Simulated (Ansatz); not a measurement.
Input file for Ansatz (a program for electronic structure):

Ansatz 0.2 input:
```yaml
crystal:
  lattice:
    - [8.2007804088, 0.0, 0.0]
    - [-4.1003902044, 7.1020841649, 0.0]
    - [0.0, 0.0, 8.2486457931]
  atoms:
    - { symbol: N, position: [0.4840989954, 0.4559202714, 0.75] }
    - { symbol: N, position: [0.0281787241, 0.4840989954, 0.25] }
    - { symbol: N, position: [0.5440797286, 0.0281787241, 0.75] }
    - { symbol: N, position: [0.5159010046, 0.5440797286, 0.25] }
    - { symbol: N, position: [0.9718212759, 0.5159010046, 0.75] }
    - { symbol: N, position: [0.4559202714, 0.9718212759, 0.25] }
    - { symbol: N, position: [0.2497766919, 0.1237975765, 0.75] }
    - { symbol: N, position: [0.1259791154, 0.2497766919, 0.25] }
    - { symbol: N, position: [0.8762024235, 0.1259791154, 0.75] }
    - { symbol: N, position: [0.7502233081, 0.8762024235, 0.25] }
    - { symbol: N, position: [0.8740208846, 0.7502233081, 0.75] }
    - { symbol: N, position: [0.1237975765, 0.8740208846, 0.25] }
    - { symbol: Si, position: [0.3287839245, 0.2938779008, 0.6028588471] }
    - { symbol: Si, position: [0.0349060238, 0.3287839245, 0.1028588471] }
    - { symbol: Si, position: [0.7061220992, 0.0349060238, 0.6028588471] }
    - { symbol: Si, position: [0.6712160755, 0.7061220992, 0.1028588471] }
    - { symbol: Si, position: [0.9650939762, 0.6712160755, 0.6028588471] }
    - { symbol: Si, position: [0.2938779008, 0.9650939762, 0.1028588471] }
    - { symbol: N, position: [0.3753103044, 0.2068036796, 0.069365255] }
    - { symbol: N, position: [0.1685066248, 0.3753103044, 0.569365255] }
    - { symbol: N, position: [0.7931963204, 0.1685066248, 0.069365255] }
    - { symbol: N, position: [0.6246896956, 0.7931963204, 0.569365255] }
    - { symbol: N, position: [0.8314933752, 0.6246896956, 0.069365255] }
    - { symbol: N, position: [0.2068036796, 0.8314933752, 0.569365255] }
    - { symbol: Si, position: [0.3571075563, 0.3088988205, 0.25] }
    - { symbol: Si, position: [0.0482087358, 0.3571075563, 0.75] }
    - { symbol: Si, position: [0.6911011795, 0.0482087358, 0.25] }
    - { symbol: Si, position: [0.6428924437, 0.6911011795, 0.75] }
    - { symbol: Si, position: [0.9517912642, 0.6428924437, 0.25] }
    - { symbol: Si, position: [0.3088988205, 0.9517912642, 0.75] }
    - { symbol: Si, position: [0.3287839245, 0.2938779008, 0.8971411529] }
    - { symbol: Si, position: [0.0349060238, 0.3287839245, 0.3971411529] }
    - { symbol: Si, position: [0.7061220992, 0.0349060238, 0.8971411529] }
    - { symbol: Si, position: [0.6712160755, 0.7061220992, 0.3971411529] }
    - { symbol: Si, position: [0.9650939762, 0.6712160755, 0.8971411529] }
    - { symbol: Si, position: [0.2938779008, 0.9650939762, 0.3971411529] }
    - { symbol: N, position: [0.3753103044, 0.2068036796, 0.430634745] }
    - { symbol: N, position: [0.1685066248, 0.3753103044, 0.930634745] }
    - { symbol: N, position: [0.7931963204, 0.1685066248, 0.430634745] }
    - { symbol: N, position: [0.6246896956, 0.7931963204, 0.930634745] }
    - { symbol: N, position: [0.8314933752, 0.6246896956, 0.430634745] }
    - { symbol: N, position: [0.2068036796, 0.8314933752, 0.930634745] }
kpoints:
  mp_grid: { grid: [4, 4, 4] }
hamiltonian:
  xc: r2scan
  dispersion: d4
  pseudopotentials: { azcp: { folder: ./paw }, kind: paw }
scf:
  occupations: { method: fixed }
elastic: { mode: relaxed_ion, stencil: two_point, amplitude: 0.005, f_tol: 0.0005 }
```

Output (shortened):

```
Pseudopotentials: kind: paw
Pseudopotential: N, paw, valence charge 5
Pseudopotential: Si, paw, valence charge 4
Functional definition: r2SCAN
Crystal: 42 atoms, lattice volume = 480.423 Å³
Basis set: ecut = 500 eV, 12109 PW (Γ), exchange–correlation on 256×256×256 points (64 copies of the dense FFT grid, shifted against one another)
Bands: 138, of which v1, the nominal top of the filled ones, is band 96 counted from 1 (95 counted from 0)
Symmetry: 12 space group operations
Space group: P63/m (ITA 176), of the structure as read, at distance tolerance 7.8e-5 Å
k-points: 12 of 64
PAW frozen core: N, regenerated for the run's functional
PAW frozen core: Si, regenerated for the run's functional
Initial density: superposition of atomic densities (chi_scale 0.1, normalization cell, long waves kept (reshape's long-wave potential 0.02 eV rms))
Initial wavefunctions: pseudopotential atomic-orbital guess
Eigensolver: davidson
Functional: x = r2scan, c = r2scan; τ floored in thin density (d = 2e-4 eV/Å³)
all-band conjugate gradients solve this SCF's bands
SCF 1 converged in 14 iterations: F = -20785.940246 eV  dr2 = 7.89e-14
relax step   1: F+E_penalty+E_count = -20785.94024597 eV  Δ(F+E_penalty+E_count) = +0.000e0 eV  max|allowed force component| = 1.233e-3 eV/Å  Δτ_max = 0.0000 Å  (14 SCF iters, accepted)
Crystal: 42 atoms, lattice volume = 480.423 Å³
Initial density: handed on by an earlier stage of this run
Initial wavefunctions: pseudopotential atomic-orbital guess (no wavefunctions were taken with the density)
SCF 2 converged in 10 iterations: F = -20785.940247 eV  dr2 = 4.30e-14
relax step   2: F+E_penalty+E_count = -20785.94024673 eV  Δ(F+E_penalty+E_count) = -7.569e-7 eV  max|allowed force component| = 9.390e-4 eV/Å  Δτ_max = 0.0001 Å  (10 SCF iters, accepted)
density extrapolation: transplant  |δρ|_rms = 8.293e-2 e/Å³  SAD shift = 5.563e-5 e/Å³
Crystal: 42 atoms, lattice volume = 480.423 Å³
Initial wavefunctions: those handed on with the density
SCF 3 converged in 8 iterations: F = -20785.940247 eV  dr2 = 8.27e-14
relax step   3: F+E_penalty+E_count = -20785.94024710 eV  Δ(F+E_penalty+E_count) = -3.745e-7 eV  max|allowed force component| = 1.586e-4 eV/Å  Δτ_max = 0.0001 Å  (8 SCF iters, accepted)
Crystal: 42 atoms, lattice volume = 480.423 Å³
[...]
  atom  19  N      0.00002080     0.00006338    -0.00001489
  atom  20  N     -0.00004448     0.00004970    -0.00001489
  atom  21  N     -0.00006529    -0.00001367    -0.00001489
  atom  22  N     -0.00002080    -0.00006338    -0.00001489
  atom  23  N      0.00004448    -0.00004970    -0.00001489
  atom  24  N      0.00006529     0.00001367    -0.00001489
  atom  25  Si     0.00009191    -0.00009798     0.00000000
  atom  26  Si     0.00013081     0.00003061     0.00000000
  atom  27  Si     0.00003890     0.00012859     0.00000000
  atom  28  Si    -0.00009191     0.00009798     0.00000000
  atom  29  Si    -0.00013081    -0.00003061     0.00000000
  atom  30  Si    -0.00003890    -0.00012859     0.00000000
  atom  31  Si     0.00006036     0.00009152     0.00012159
  atom  32  Si    -0.00004908     0.00009803     0.00012159
  atom  33  Si    -0.00010944     0.00000651     0.00012159
  atom  34  Si    -0.00006036    -0.00009152     0.00012159
  atom  35  Si     0.00004908    -0.00009803     0.00012159
  atom  36  Si     0.00010944    -0.00000651     0.00012159
  atom  37  N      0.00002080     0.00006338     0.00001489
  atom  38  N     -0.00004448     0.00004970     0.00001489
  atom  39  N     -0.00006529    -0.00001367     0.00001489
  atom  40  N     -0.00002080    -0.00006338     0.00001489
  atom  41  N      0.00004448    -0.00004970     0.00001489
  atom  42  N      0.00006529     0.00001367     0.00001489
  max |Σ_I F_I| component: 5.95e-18 eV/Å
--- Stress (GPa, compression-positive) ---
       -0.001942      -0.000001       0.000000
        0.000001      -0.001942       0.000000
        0.000000       0.000000       0.000637
  P = ⅓ Tr σ = -0.0011 GPa (-0.011 kbar)
  The stress holds the Pulay correction. Without it, at fixed plane waves, as pw.x and ABINIT print it: P = -0.0747 GPa
  The stress includes an estimate of the error left by incomplete SCF convergence (largest component  0.0000 GPa …
--- Band table (eV; the first three rows and the last of 12) ---
  k-point 0: bands = ["-12.4926", "-11.4907", "-11.4907", "-11.4565", "-10.9609", "-10.9609", "-10.5433", "-10.1344", "-10.1344", "-10.1137", "-10.1137", "-10.0546", "-10.0546", "-9.3735", "-9.3735", "-9.3638", "-9.0094", "-8.9763", "-8.5010", "-8.5010", …
  k-point 1: bands = ["-12.4007", "-11.7408", "-11.4101", "-11.4101", "-10.9867", "-10.9867", "-10.4732", "-10.4732", "-10.2542", "-10.2542", "-10.1864", "-9.6270", "-9.6270", "-9.3150", "-9.3023", "-9.3023", "-9.1786", "-9.0376", "-8.4868", "-8.4868", …
  k-point 2: bands = ["-12.1348", "-12.1348", "-11.1923", "-11.1923", "-11.1923", "-11.1923", "-10.4711", "-10.4711", "-10.4711", "-10.4711", "-9.6168", "-9.6168", "-9.3218", "-9.3218", "-9.3218", "-9.3218", "-9.1864", "-9.1864", "-8.4257", "-8.4257", …
  k-point 11: bands = ["-11.8848", "-11.8848", "-11.5597", "-11.5597", "-11.4826", "-11.4826", "-10.1503", "-10.1503", "-10.0368", "-10.0368", "-9.6308", "-9.6308", "-9.4987", "-9.4987", "-9.3418", "-9.3418", "-9.2596", "-9.2596", "-8.6489", "-8.6489", …
  band table: 138 of 138 bands, residual norms ≤ 1.0e-3 eV
--- Elastic constants: 3 strain directions × 2 members + reference (group order 12) ---
  dense FFT box of the reference and of every strained cell: 64×64×64
  strains applied: 11, 33, 23; error gains …
  pairwise dispersion correction: d4 (s6 = 1.0, s8 = 0.6018749, s9 = 1.0, a1 = 0.51559235, a2_bohr = 5.77342911), with the weights of each atom's references …
  reference relaxed by the batch: 3 steps …
  largest displacement 1.3e-4 Å; the constants are those of the deck's cell at these positions:
  atoms:
    - { symbol: N, position: [0.4841052431480025, 0.4559089633869773, 0.75] }
    - { symbol: N, position: [0.028196279761025206, 0.4841052431480024, 0.25] }
    - { symbol: N, position: [0.5440910366130228, 0.028196279761025206, 0.75] }
    - { symbol: N, position: [0.5158947568519976, 0.5440910366130227, 0.25] }
    - { symbol: N, position: [0.9718037202389749, 0.5158947568519976, 0.75] }
    - { symbol: N, position: [0.4559089633869771, 0.9718037202389747, 0.25] }
    - { symbol: N, position: [0.24975858899819336, 0.12378802439122838, 0.75] }
    - { symbol: N, position: [0.12597056460696496, 0.2497585889981933, 0.25] }
    - { symbol: N, position: [0.8762119756087716, 0.12597056460696496, 0.75] }
    - { symbol: N, position: [0.7502414110018066, 0.8762119756087716, 0.25] }
    - { symbol: N, position: [0.8740294353930351, 0.7502414110018067, 0.75] }
    - { symbol: N, position: [0.12378802439122838, 0.874029435393035, 0.25] }
    - { symbol: Si, position: [0.3287805232316807, 0.293870583530814, 0.6028618103304473] }
    - { symbol: Si, position: [0.03490993970086664, 0.3287805232316807, 0.10286181033044726] }
    - { symbol: Si, position: [0.706129416469186, 0.034909939700866637, 0.6028618103304473] }
    - { symbol: Si, position: [0.6712194767683193, 0.7061294164691859, 0.10286181033044726] }
    - { symbol: Si, position: [0.9650900602991335, 0.6712194767683193, 0.6028618103304473] }
    - { symbol: Si, position: [0.2938705835308141, 0.9650900602991334, 0.10286181033044726] }
    - { symbol: N, position: [0.37531144801602356, 0.2068033337020724, 0.06936751256755957] }
    - { symbol: N, position: [0.16850811431395113, 0.37531144801602356, 0.5693675125675596] }
    - { symbol: N, position: [0.7931966662979276, 0.16850811431395113, 0.06936751256755957] }
    - { symbol: N, position: [0.6246885519839764, 0.7931966662979275, 0.5693675125675596] }
    - { symbol: N, position: [0.8314918856860489, 0.6246885519839765, 0.06936751256755957] }
    - { symbol: N, position: [0.20680333370207235, 0.8314918856860488, 0.5693675125675596] }
    - { symbol: Si, position: [0.357104785362575, 0.3088993302723918, 0.25] }
    - { symbol: Si, position: [0.0482054550901832, 0.3571047853625751, 0.75] }
    - { symbol: Si, position: [0.6911006697276082, 0.04820545509018317, 0.25] }
    - { symbol: Si, position: [0.6428952146374252, 0.6911006697276083, 0.75] }
    - { symbol: Si, position: [0.9517945449098169, 0.6428952146374248, 0.25] }
    - { symbol: Si, position: [0.3088993302723918, 0.9517945449098167, 0.75] }
    - { symbol: Si, position: [0.3287805232316807, 0.293870583530814, 0.8971381896695527] }
    - { symbol: Si, position: [0.03490993970086664, 0.3287805232316807, 0.3971381896695528] }
    - { symbol: Si, position: [0.706129416469186, 0.034909939700866637, 0.8971381896695527] }
    - { symbol: Si, position: [0.6712194767683193, 0.7061294164691859, 0.3971381896695528] }
    - { symbol: Si, position: [0.9650900602991335, 0.6712194767683193, 0.8971381896695527] }
    - { symbol: Si, position: [0.2938705835308141, 0.9650900602991334, 0.3971381896695528] }
    - { symbol: N, position: [0.37531144801602356, 0.2068033337020724, 0.43063248743244037] }
    - { symbol: N, position: [0.16850811431395113, 0.37531144801602356, 0.9306324874324404] }
    - { symbol: N, position: [0.7931966662979276, 0.16850811431395113, 0.43063248743244037] }
    - { symbol: N, position: [0.6246885519839764, 0.7931966662979275, 0.9306324874324404] }
    - { symbol: N, position: [0.8314918856860489, 0.6246885519839765, 0.43063248743244037] }
    - { symbol: N, position: [0.20680333370207235, 0.8314918856860488, 0.9306324874324404] }
  C = ∂σ_k/∂η_j (tension-positive GPa; Voigt order 11 22 33 23 13 12):
       223.498     79.532     28.892      0.000      0.000      0.001
        79.532    223.498     28.892      0.000      0.000     -0.001
        28.898     28.898    482.339      0.000      0.000      0.000
         0.000      0.000      0.000    102.675      0.000      0.000
         0.000      0.000      0.000      0.000    102.675      0.000
        -0.001      0.001      0.000      0.000      0.000     71.983
  reference stress σ⁰ (GPa):      0.002      0.002     -0.001      0.000      0.000      0.000
  moduli (Voigt/Reuss/Hill, GPa): K = 133.78/125.41/129.59   G = 108.27/94.66/101.47   E = 241.40   ν = 0.190
  mechanically stable: yes (min eigenvalue of sym C = 71.98 GPa)
  strain η (Voigt 11):  stress-route row diagonal C_11 = 223.50 GPa, energy-path curvature d²(F+E_count+ΔE)/dδ²/Ω₀ = 223.50 GPa
         δ    σ_11 (GPa)             F (eV)   n_scf  n_hpsi   n_pw
    -5.000e-3      -1.1191      -20785.9320486       2   29164  12170   relax 5 steps, max|allowed force component| 2.43e-4 eV/Å
     5.000e-3       1.1159      -20785.9319117       2   29312  12310   relax 5 steps, max|allowed force component| 3.39e-4 eV/Å
  strain η (Voigt 33):  stress-route row diagonal C_33 = 482.34 GPa, energy-path curvature d²(F+E_count+ΔE)/dδ²/Ω₀ = 482.37 GPa
         δ    σ_33 (GPa)             F (eV)   n_scf  n_hpsi   n_pw
    -5.000e-3      -2.4340      -20785.9222050       2   11707  12162   relax 6 steps, max|allowed force component| 3.08e-4 eV/Å
     5.000e-3       2.3894      -20785.9223886       2   11698  12284   relax 3 steps, max|allowed force component| 3.70e-4 eV/Å
  strain η (Voigt 23):  stress-route row diagonal C_44 = 102.68 GPa, energy-path curvature d²(F+E_count+ΔE)/dδ²/Ω₀ = 102.68 GPa
         δ    σ_23 (GPa)             F (eV)   n_scf  n_hpsi   n_pw
    -5.000e-3      -0.5134      -20785.9365322       2   34961  12220   relax 5 steps, max|allowed force component| 1.10e-4 eV/Å
     5.000e-3       0.5134      -20785.9365322       2   35009  12220   relax 4 steps, max|allowed force component| 1.49e-4 eV/Å
```

Cost: about 80 core-minutes (a rough figure) on shared cores.

Space group P6_3/m. The workflow started from an entry of the Crystallography Open Database (COD). Its sites differ from those of the usual phase in this space group: another stacking or structure type. Symmetry was held in the r²SCAN+D4 relaxation; its stability against distortions is not shown here. The volume moved by -63 % from the start of the relaxation. The volume fell by over 15 % from the filed cell, which may lack light atoms or belong to other conditions.

Potentials: the earlier of the program's two PAW sets.

Ansatz is a plane-wave DFT program.
